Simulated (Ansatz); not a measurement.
Input:

FeLi2Nb4O12:
```
FeLi2Nb4O12
1.0
   -5.17689     0.00000     0.00000
   -2.58779     2.08973     8.54107
   -2.58298     4.87305     0.00000
Fe Li Nb O
1 2 4 12
Cartesian
 -7.76058   5.58823   3.42851
 -5.17108   4.06725   7.55207
 -2.59174   2.29192   5.46326
 -2.60860   1.73453   2.01127
 -7.75425   5.18354   6.49038
 -5.21089   3.46377   4.24052
 -7.74143   4.86073   0.01765
 -4.18722   2.47663   2.67576
 -9.39527   6.00291   6.89312
 -6.73622   2.11097   3.63816
 -6.68189   5.67962   7.87998
 -3.51339   0.82217   0.44484
 -3.53730   4.25178   4.69813
 -2.02071   3.07809   0.91413
 -4.54375   1.62950   5.23422
 -5.90855   4.82120   3.14315
 -3.23452   3.39627   7.34842
 -0.91807   0.48260   1.59134
 -6.19891   3.86990   5.79385
```
Starting moments (μB, in the order of the atoms Fe Li Li Nb Nb Nb Nb O O O O O O O O O O O O): 3.6 0.0 0.0 0.0 0.0 0.0 0.0 0.0 0.0 0.0 0.0 0.0 0.0 0.0 0.0 0.0 0.0 0.0 0.0.

This is the r²SCAN-relaxed structure.

Question: All from r²SCAN in the plane-wave PAW code Ansatz, unless another level is named. Estimate the band gap.

Answer: 0.60 eV (indirect).

Question: Next, the electron effective mass?

Answer: 0.82, 1.5, 10 mₑ (principal values).

Question: Give the hole effective mass.

Answer: 2.0, 4.1, 10 mₑ (principal values).

Question: What about the weight of the valence-edge state by species (Voronoi cells)?

Answer: Fe 81 %, O 15 %, Nb 4 %.

Space group P1. The start of the workflow was typed in or built on a structure type; neither database checked (COD, Materials Project) lists it. Whether it is the stable phase at ambient conditions was not checked. The cell was relaxed with r²SCAN under the symmetry of its start; its stability against distortions is not shown here. Magnetic state: ferromagnetic, the only order run, not a proven ground state. Other orbital occupations within this spin state were not tried. No Hubbard U is applied. Scalar-relativistic: spin–orbit coupling is off unless named, which matters more the heavier the elements.

Potentials: the later of the program's two PAW sets.
